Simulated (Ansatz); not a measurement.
Lu (hcp, Mg type)

```
Lu
1.0
    3.44514     0.00000     0.00000
   -1.72257     2.98358     0.00000
    0.00000     0.00000     5.34885
Lu
2
Direct
  0.33333   0.66667   0.75000
  0.66667   0.33333   0.25000
```

The slice is a (1 -1 0 0) plane (indices of the conventional cell) through the point (0.667, 0.333, 0.250) (fractional), spanned by u = [110] and v = [001] in vectors of this cell: u (3.45 Å) and v (5.35 Å, at 90° to u). It covers one period; positions are fractions (u, v).

Computed with PBEsol (plane waves to 420 eV, PAW, scalar-relativistic; Ansatz, a quantum-chemistry and plane-wave program). k mesh 16×16×9. Near the nuclei the fields are pseudised (PAW); where an atom keeps semicore shells as valence, they peak there. Lu is run without spin polarisation. Lu was relaxed with its symmetry unable to fall.

Task: What is the ELF at the midpoint of the shortest Lu–Lu line in this plane (3.45 Å)?

Result: 0.2.

Task: What is the valence density on the shortest Lu–Lu line in this plane (3.45 Å), at its midpoint?

Result: 0.12 e/Å³.

Task: Sketch the electrostatic potential energy of an electron, from the cell's mean on this plane as a map.

Result: 
```
|xxxxxxxx004477774400xxxxxx|
|xxxxxxxx005588885500xxxxxx|
|xxxxxx0033779999773300xxxx|
|00000033668899998866330000|
|44445566778888888877665544|
|88888877777766667777778888|
|99998877554433334455778899|
|99998866330000000033668899|
|99997755110000000011557799|
|99997744000000000000447799|
|99997755110000000011557799|
|99998866330000000033668899|
|99998877554433334455778899|
|88888877777766667777778888|
|44445566778888888877665544|
|00000033668899998866330000|
|xxxxxx0033779999773300xxxx|
|xxxxxxxx005588885500xxxxxx|
|xxxxxxxx004477774400xxxxxx|
|xxxxxxxx003377773300xxxxxx|
```
Scale: ten equal steps from 1.00 (start of '0') to 9.67 (end of '9'), in the order '0123456789'. Values: electrostatic potential energy of an electron, from the cell's mean, in eV. The map has 13 points along u (two characters each, u = 0 at the left) and 20 along v (v = 0 in the bottom row). Points within 1 Å of a nucleus are blanked (x), as the pseudised field means little there. Values under 1 eV are set to 1. The zero, the cell's mean, hangs on the PAW cores.
